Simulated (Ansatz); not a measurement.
One crystal and one scan (energy against volume) at two levels, PBE (plane waves to 420 eV, PAW, scalar-relativistic; Ansatz, an electronic-structure program) and PBEsol (plane waves to 420 eV, PAW, scalar-relativistic; Ansatz), each from its own relaxed cell and on its own mesh.

The crystal is CrO2 (rutile); the cell is scaled evenly about its relaxed volume V₀.

Energies are smeared free energies. CrO2 is run spin-polarised and with no Hubbard U. CrO2 was relaxed with its symmetry unable to fall. Relaxed CrO2 ends ferromagnetic. Other magnetic orders were not checked, so this need not be the ground state. (PBE) Relaxed CrO2 ends ferromagnetic. (PBEsol) Relaxed CrO2 ends ferromagnetic. With the shape held, the modulus is that of even scaling; a crystal free to change shape is softer. Both scans cover V/V₀ from 0.900 to 1.100.

```json
[
 {"quantity": "Lattice constant a (Å)", "run 1": "4.392", "run 2": "4.445"},
 {"quantity": "Lattice constant c (Å)", "run 1": "2.888", "run 2": "2.921"},
 {"quantity": "Relaxed volume (Å³/atom)", "run 1": "9.29", "run 2": "9.62"},
 {"quantity": "Pressure at the smallest volume (GPa)", "run 1": "35.0", "run 2": "31.7"},
 {"quantity": "Energy cost of the largest compression (meV/atom)", "run 1": "92", "run 2": "86"},
 {"quantity": "Energy cost of the largest expansion (meV/atom)", "run 1": "63", "run 2": "59"},
 {"quantity": "Bulk modulus at fixed cell shape B₀ (third-order Birch-Murnaghan fit) (GPa)", "run 1": "259.7", "run 2": "234.5"},
 {"quantity": "Pressure for 5 % compression (fit) (GPa)", "run 1": "15.0", "run 2": "13.6"}
]
```

### Question
Which run is which level?

### Answer
Run 2 is PBE, run 1 is PBEsol. PBE gives the higher value for: lattice constant a; lattice constant c; relaxed volume. PBE gives the lower value for: pressure at the smallest volume; energy cost of the largest compression; energy cost of the largest expansion; bulk modulus at fixed cell shape B₀; pressure for 5 % compression. Neither level is exact: the differences show how much the result hangs on the functional.

(A scan under strain: stresses follow from slopes of the energy per volume, elastic moduli from its curvatures.)
